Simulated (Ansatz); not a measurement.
BiSI (space group Pnma)

```
BiSI
1.0
    8.31099     0.00000     0.00000
    0.00000     4.10819     0.00000
    0.00000     0.00000    10.00965
Bi S I
4 4 4
Direct
  0.35956   0.25000   0.37665
  0.64044   0.75000   0.62335
  0.14044   0.75000   0.87665
  0.85956   0.25000   0.12335
  0.33842   0.75000   0.55358
  0.66158   0.25000   0.44642
  0.16158   0.25000   0.05358
  0.83842   0.75000   0.94642
  0.49144   0.25000   0.83274
  0.50856   0.75000   0.16726
  0.00856   0.75000   0.33274
  0.99144   0.25000   0.66726
```

The slice is a (001) plane (indices of the conventional cell) through the point (0.338, 0.750, 0.554) (fractional), spanned by u = [010] and v = [100] in vectors of this cell: u (4.11 Å) and v (8.31 Å, at 90° to u). It covers one period; positions are fractions (u, v).

Level of theory: LDA (plane waves to 420 eV, PAW, scalar-relativistic; Ansatz, a program for electronic structure). k mesh 4×7×3. Inside the PAW spheres the values are not all-electron values, and peaks at nuclei hang on which shells count as valence. BiSI was relaxed with its symmetry unable to fall. Spin-orbit coupling is left out, though Bi and I are heavy.

Three fields on this plane, each scaled to ten steps between its own extremes (0 low, 9 high; the total valence density on a logarithmic scale, the potential cut 8 eV below its top; x marks points blanked near nuclei; v = 0 in the bottom row):

Map A
```
|xxx9510159xx|
|xxx8300038xx|
|997300000379|
|541001110014|
|000025652000|
|000278987200|
|001589998510|
|001688888610|
|001588888510|
|001478887410|
|000135553100|
|000001110000|
|321001110012|
|443224442234|
|xx335777533x|
|xx436888634x|
|xxx3688863xx|
|xx324676423x|
|332123432123|
|443101110134|
|986300000368|
|xxx6200026xx|
|xxx8410148xx|
|xxx9610169xx|
```

Map B
```
|xxx8521258xx|
|xxx6311136xx|
|876421012467|
|443211211234|
|111133433111|
|001345654310|
|002467876420|
|002468886420|
|002468886420|
|001356765310|
|001245554210|
|111233333211|
|433333433333|
|775555555557|
|xx876777678x|
|xx987888789x|
|xxx8788878xx|
|xx976676679x|
|987545554578|
|876433333467|
|997532223579|
|xxx6421246xx|
|xxx8532358xx|
|xxx8532358xx|
```

Map C
```
|xxx1777771xx|
|xxx5888885xx|
|026899899862|
|889999999998|
|999988888999|
|999876567899|
|999852025899|
|999730003799|
|998740004789|
|998753235789|
|888876667888|
|777888788877|
|345778887754|
|001466666410|
|xx014434410x|
|xx002212200x|
|xxx0222220xx|
|xx004555400x|
|000367776300|
|003577877530|
|004677777640|
|xxx4777774xx|
|xxx1676761xx|
|xxx0677760xx|
```

Question: Assign the maps to these fields: electron localisation function (ELF); valence electron density; electrostatic potential energy of an electron, from the cell's mean.

Answer: A is the electron localisation function (ELF); B is the valence electron density; C is the electrostatic potential energy of an electron, from the cell's mean.
